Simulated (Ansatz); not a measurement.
An Ansatz (a program for electronic structure) run. Input:

Ansatz 0.2 input:
```yaml
crystal:
  lattice:
    - [3.1672683975, 0.0, 0.0]
    - [-1.5836341988, 2.7429348928, 0.0]
    - [0.0, 0.0, 3.5520349749]
  atoms:
    - { symbol: Zr, position: [0.0, 0.0, 0.0] }
    - { symbol: B, position: [0.3333333333, 0.6666666667, 0.5] }
    - { symbol: B, position: [0.6666666667, 0.3333333333, 0.5] }
kpoints:
  mp_grid: { grid: [11, 11, 9] }
  band_path:
    path:
      - [[0.0, 0.0, 0.0], [0.5, 0.0, 0.0], [0.3333333333, 0.3333333333, 0.0], [0.0, 0.0, 0.0], [0.0, 0.0, 0.5], [0.5, 0.0, 0.5], [0.3333333333, 0.3333333333, 0.5], [0.0, 0.0, 0.5]]  # Γ-M-K-Γ-A-L-H-A
      - [[0.5, 0.0, 0.5], [0.5, 0.0, 0.0]]  # L-M
      - [[0.3333333333, 0.3333333333, 0.5], [0.3333333333, 0.3333333333, 0.0]]  # H-K
    npoints: 8
hamiltonian:
  xc: r2scan
  pseudopotentials: { azcp: { folder: ./paw }, kind: paw_fr }
magnetization: { noncollinear: true, spin_orbit: true }
scf:
  n_extra_bands: 12
  convergence: { dr2_threshold: 0.0000000001 }
  occupations: { method: gaussian, width: 0.05 }
output: { eigenvalues: true }
```

Output (shortened):

```
Pseudopotential: Zr, paw, valence charge 12
Pseudopotential: B, paw, valence charge 3
Functional definition: r2SCAN
non-collinear run that drives no moment, with spin-orbit …
Crystal: 3 atoms, lattice volume = 30.859 Å³
Basis set: ecut = 500 eV, 787 PW (Γ), exchange–correlation on 96×96×108 points (64 copies of the dense FFT grid, shifted against one another)
Bands: 30, of which v1, the nominal top of the filled ones, is band 18 counted from 1 (17 counted from 0)
Symmetry: 24 space group operations + 24 with time reversal
k-points: 80 of 1089
Projection manifold: j_resolved (fully-relativistic pseudo-atomic orbitals)
SCF iter   1: F=—  HF=-4506.573474 eV  |F-HF|=—  |Δ(HF+E_count)|=         —  Δρ=5.46e-2  dr2=1.66e0  dr2_τ=8.26e-2  dr2_m=0.00e0 (ungated)  ethr=3.10e-3  |M|=0.00e0 ∫|m|=0.00e0 μB  |m|>n=0.0e0 m-floor=0.0e0 τ_xc=0.0e0  β_m=0.30  ⟨swp⟩=5.6  Hψ=5842  notcnv=0  defer=40
preconditioner: auto → none
SCF iter   2: F=—  HF=-4506.515121 eV  |F-HF|=—  |Δ(HF+E_count)|=   5.84e-2  Δρ=4.03e-2  dr2=8.68e-1  dr2_τ=1.83e-3  dr2_m=0.00e0 (ungated)  ethr=3.10e-3  |M|=0.00e0 ∫|m|=0.00e0 μB  |m|>n=0.0e0 m-floor=0.0e0 τ_xc=0.0e0  β_m=0.65  ⟨swp⟩=2.0  Hψ=1772  notcnv=0  defer=458
SCF iter   3: F=—  HF=-4506.320637 eV  |F-HF|=—  |Δ(HF+E_count)|=   1.94e-1  Δρ=3.04e-3  dr2=2.14e-3  dr2_τ=1.59e-4  dr2_m=0.00e0 (ungated)  ethr=3.10e-3  |M|=0.00e0 ∫|m|=0.00e0 μB  |m|>n=0.0e0 m-floor=0.0e0 τ_xc=0.0e0  β_m=0.72  ⟨swp⟩=3.0  Hψ=1855  notcnv=0  defer=458
SCF iter   4: F=—  HF=-4506.323893 eV  |F-HF|=—  |Δ(HF+E_count)|=   3.26e-3  Δρ=9.21e-4  dr2=1.98e-4  dr2_τ=4.40e-6  dr2_m=0.00e0 (ungated)  ethr=1.19e-5  |M|=0.00e0 ∫|m|=0.00e0 μB  |m|>n=0.0e0 m-floor=0.0e0 τ_xc=0.0e0  β_m=0.74  ⟨swp⟩=2.1  Hψ=2489  notcnv=0  defer=448
SCF iter   5: F=—  HF=-4506.324089 eV  |F-HF|=—  |Δ(HF+E_count)|=   1.96e-4  Δρ=2.50e-4  dr2=1.36e-5  dr2_τ=3.11e-7  dr2_m=0.00e0 (ungated)  ethr=1.10e-6  |M|=0.00e0 ∫|m|=0.00e0 μB  |m|>n=0.0e0 m-floor=0.0e0 τ_xc=0.0e0  β_m=0.77  ⟨swp⟩=2.6  Hψ=1599  notcnv=0  defer=448
SCF iter   6: F=—  HF=-4506.324107 eV  |F-HF|=—  |Δ(HF+E_count)|=   1.78e-5  Δρ=5.21e-5  dr2=1.07e-6  dr2_τ=1.45e-8  dr2_m=0.00e0 (ungated)  ethr=7.56e-8  |M|=0.00e0 ∫|m|=0.00e0 μB  |m|>n=0.0e0 m-floor=0.0e0 τ_xc=0.0e0  β_m=0.78  ⟨swp⟩=2.0  Hψ=1386  notcnv=0  defer=448
SCF iter   7: F=—  HF=-4506.324108 eV  |F-HF|=—  |Δ(HF+E_count)|=   9.89e-7  Δρ=1.08e-5  dr2=2.38e-8  dr2_τ=4.64e-10  dr2_m=0.00e0 (ungated)  ethr=5.96e-9  |M|=0.00e0 ∫|m|=0.00e0 μB  |m|>n=0.0e0 m-floor=0.0e0 τ_xc=0.0e0  β_m=0.85  ⟨swp⟩=2.0  Hψ=1383  notcnv=0  defer=448
SCF iter   8: F=—  HF=-4506.324108 eV  |F-HF|=—  |Δ(HF+E_count)|=   6.97e-8  Δρ=1.73e-6  dr2=9.37e-10  dr2_τ=2.01e-11  dr2_m=0.00e0 (ungated)  ethr=1.32e-10  |M|=0.00e0 ∫|m|=0.00e0 μB  |m|>n=0.0e0 m-floor=0.0e0 τ_xc=0.0e0  β_m=0.89  ⟨swp⟩=2.0  Hψ=1664  notcnv=0  defer=448
SCF iter   9: F=-4506.324108 eV  HF=-4506.324108 eV  |F-HF|=1.18e-11  |Δ(HF+E_count)|=   1.44e-9  Δρ=3.01e-7  dr2=2.28e-11  dr2_τ=8.44e-13  dr2_m=0.00e0 (ungated)  ethr=1.00e-12  |M|=0.00e0 ∫|m|=0.00e0 μB  |m|>n=0.0e0 m-floor=0.0e0 τ_xc=0.0e0  ⟨swp⟩=9.4  Hψ=5046  notcnv=0
SCF 1 converged in 9 iterations: F = -4506.324108 eV  dr2 = 2.28e-11
NSCF: frozen V_eff on 75 k-points
SCF converged after 9 iterations
Magnetization: |M| = 0.0000 μB,  M = (+0.0000, +0.0000, +0.0000) μB
Absolute magnetization: 0.0000 μB (∫|m|)
  site 0: m = (+0.0000, +0.0000, +0.0000) μB, |m| = 0.0000 μB  (R = 1.05 Å)
  site 1: m = (+0.0000, +0.0000, +0.0000) μB, |m| = 0.0000 μB  (R = 0.75 Å)
  site 2: m = (+0.0000, +0.0000, +0.0000) μB, |m| = 0.0000 μB  (R = 0.75 Å)
Free energy (F): -4506.324108 eV
Harris-Foulkes:  -4506.324108 eV  (|F-HF|=1.18e-11)
Internal energy: -4506.323823 eV  (E = F + TS)
E sigma→0 (E₀):  -4506.323966 eV
Entropy (-TS):   -0.000284 eV (-0.095 meV/atom)
Fermi energy:    15.723263 eV
--- Per-component energies (eV) ---
  E_band       = -38.983883
  E_kinetic    = 417.357079
  E_local      = -527.681937  (includes V_loc(G=0)·N_el)
  E_nonlocal   = 88.928207
  E_hartree    = 178.273250
  E_xc         = -214.836141
  E_vxc        = -288.271135  (∫ρ·V_xc dr)
  E_paw        = -3135.639678  (= ΣΔE_a)
  E_vpaw       = -101.700360  (= ΣTr[D̂ρ^β])
  E_aug_tail   = -0.000009  (compensation charges beyond the density's cutoff)
  E_vtau       = 15.837723  (kinetic-family band-sum trace: ∫τ·v_τ [+ j·A + Jᵃ·Aᵃ] dr)
  E_ewald      = -1312.522773
  E_core_change = -0.201822  (= ΣΔE_core)
  E_smearing   = -0.000284  (= −TS)
  E_closure    =  0.000000  (closes the sum)
  Σ components = -4506.324108   (vs F -4506.324108, Δ=0.00e0)
  [band-id]    e_kinetic+e_local+e_nonlocal+2·e_hartree+e_vxc+e_vpaw+e_augmentation_tail+e_vtau = -38.983932   (vs E_band -38.983883, Δ=-4.96e-5)
--- Band table (eV; the first three rows and the last of 80) ---
  k-point 0: bands = ["-34.6258", "-34.6258", "-12.9629", "-12.9629", "-11.3218", "-11.3218", "-10.9604", "-10.9604", "2.1882", "2.1882", "13.0661", "13.0661", "13.0935", "13.0935", "13.1321", "13.1321", "13.1607", "13.1607", "19.3692", "19.3692", "19.4362", …
  k-point 1: bands = ["-34.6235", "-34.6235", "-12.9814", "-12.9814", "-11.3454", "-11.3454", "-10.9572", "-10.9572", "2.3728", "2.3728", "11.8611", "11.8611", "13.1865", "13.1865", "13.2134", "13.2134", "14.3777", "14.3777", "18.5172", "18.5172", "18.5755", …
  k-point 2: bands = ["-34.6178", "-34.6178", "-13.0303", "-13.0303", "-11.4011", "-11.4011", "-10.9490", "-10.9490", "2.8802", "2.8802", "10.5548", "10.5548", "13.5396", "13.5396", "13.5643", "13.5643", "15.5838", "15.5838", "17.4374", "17.4374", "17.4846", …
  k-point 79: bands = ["-34.4691", "-34.4691", "-13.3125", "-13.3125", "-11.6834", "-11.6834", "-11.5685", "-11.5685", "6.0486", "6.0486", "6.9256", "6.9256", "10.4765", "10.4765", "12.7072", "12.7072", "13.0358", "13.0358", "19.9781", "19.9781", "21.6447", …
```

Cost: around 50 core-seconds (rough) on shared cores.

Space group P6/mmm. The r²SCAN relaxation kept the symmetry of its start. No spin polarisation was allowed.

Potentials: the earlier of the program's two PAW sets. The files were generated under PBE; for other functionals the program regenerates the frozen cores, and for LDA and PBEsol the local potential too.

Ansatz is a plane-wave DFT program.
